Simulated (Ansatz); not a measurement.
# TiB under pressure

Theory: DFT LDA, scalar-relativistic, plane waves, PAW in Ansatz. Cutoff 420 eV, 16×16×16 k-points (Γ-centred), Fermi-Dirac smearing of 0.15 eV. No spin polarisation. Phonons by linear response, acoustic sum rule imposed.

Equilibrium structure at this level:
```xyz
2
Lattice="0.0000 2.4319 2.4319 2.4319 0.0000 2.4319 2.4319 2.4319 0.0000" Properties=species:S:1:pos:R:3 pbc="T T T"
Ti    3.6478    3.6478    3.6478
B     0.0000    0.0000    0.0000
```

In a metal, frequencies and elastic constants depend on the k mesh and the smearing, soft modes and shear constants most.

Problem. The cell is relaxed again at 5 and 15 GPa. How do volume, gap and optical modes at Γ (cm⁻¹, counted from the lowest optical one; a degenerate one stands once) change?

Solution.
|  | 0 GPa | 5 GPa | 15 GPa |
| --- | --- | --- | --- |
| V/V0 | 1.000 | 0.960 | 0.896 |
| gap (eV) | 0.00 | 0.00 | 0.00 |
| mode 1 | 547 | 573 | 616 |